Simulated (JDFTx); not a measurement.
System: diantimony, Sb2 (SMILES [Sb]#[Sb]), charge 0, multiplicity 1; geometry: a GFN2-xTB minimum in vacuum (no imaginary frequency past 20 cm⁻¹; largest PBE force component 0.5 eV/Å). Coordinates in Å:
```xyz
2

Sb     1.267    -0.019     0.010
Sb    -1.267     0.019    -0.010
```

Method: PBE, GBRV ultrasoft potentials, plane waves to 20/100 Ha, in a modified build of JDFTx. Liquid: CANDLE, water, 1 M NaCl. The liquid run sits in a periodic box with 5 Å from the outermost atoms to the faces; the vacuum run is isolated. The box matters at about 0.01 eV. Solvation energy here means the total energy in the continuum liquid minus that in vacuum, same nuclei, nothing added for thermal motion or standard states.

The values are those of the intact species: the continuum can't coordinate to it or react with it.

### Question
What does the calculation give for the solvation energy, its fluid terms and the levels?

### Answer
The solvation energy comes out as 4.5 kJ/mol and the part: cavitation term of the fluid comes out as 50 kJ/mol. The part: dispersion term of the fluid is -38 kJ/mol and the part: electrostatic term of the fluid comes out as -9.4 kJ/mol. The part: distortion of the solute's electrons is 1.6 kJ/mol, the highest occupied level in vacuum (zero: vacuum level) is -5.74 eV and the highest occupied level in the liquid (zero: bulk electrolyte) comes out as -5.37 eV.
